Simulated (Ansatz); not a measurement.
LuB2Ru3:
```
CELL_PARAMETERS angstrom
      5.44423     0.00000     0.00000
     -2.72211     4.71484     0.00000
      0.00000     0.00000     3.00264
ATOMIC_POSITIONS crystal
  Ru 0.50000 0.00000 0.50000
  Ru 0.50000 0.50000 0.50000
  Ru 0.00000 0.50000 0.50000
  Lu 0.00000 0.00000 0.00000
  B  0.33333 0.66667 0.00000
  B  0.66667 0.33333 0.00000
```

Relaxed with r²SCAN. Special points in fractions of this cell's reciprocal vectors: Γ (0.000, 0.000, 0.000); M (0.500, 0.000, 0.000); K (0.333, 0.333, 0.000); A (0.000, 0.000, 0.500); L (0.500, 0.000, 0.500); H (0.333, 0.333, 0.500).

**Question.** List the band energies nearest the Fermi level at these points for r²SCAN (plane waves, PAW; program Ansatz).

**Answer.** In eV from the Fermi level; about four levels below and three above (degenerate sets whole), none deeper than 8.9 eV; points with the same levels are listed once.

```
k                    below                above
-  -----------------------  -------------------
Γ  -0.82 -0.82 -0.76 -0.76       0.13 0.13 0.44
M  -0.94 -0.78 -0.75 -0.40       0.31 0.98 2.74
K  -0.48 -0.38 -0.38 -0.01       1.13 2.77 2.77
A    -0.12 -0.12 0.00 0.00       1.43 1.63 1.63
L  -1.55 -1.47 -0.23 -0.02       1.12 1.36 1.60
H  -0.57 -0.57 -0.56 -0.56  0.90 1.38 1.44 1.44
```

Space group P6/mmm. The workflow started from an entry of the Crystallography Open Database (COD). Its standing as an ambient phase is unchecked. The cell was relaxed with r²SCAN under the symmetry of its start; whether a distortion lowers the energy is not shown. No spin polarisation was allowed. Spin–orbit coupling is left out wherever it is not named.

Potentials: the later of the program's two PAW sets.
